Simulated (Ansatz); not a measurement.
In PBE in the plane-wave PAW code Ansatz, GaSb in the rock salt structure (Fm-3m) relaxes to a = 5.798 Å. Sb has 6 nearest neighbours from 2.90 Å (octahedral); Ga has 6 nearest neighbours from 2.90 Å (octahedral). Its formation energy from the elements is 0.046 eV/atom, with no fitted shifts.

Electronic character: metallic (no gap). Gap from PBE with spin–orbit coupling: none (metallic).

An equation-of-state fit gives a bulk modulus of 54.8 GPa.

The start of the workflow was typed in or built on a structure type; neither database checked (COD, Materials Project) lists it. It is not the phase usual at ambient conditions (space group No. 216). Symmetry was held in the PBE relaxation; its stability against distortions is not shown here. The volume moved by 17 % from the start of the relaxation. The references are the lowest solids computed at this level, not always the standard phases. Spin–orbit coupling is left out wherever it is not named.

Potentials: the earlier of the program's two PAW sets.
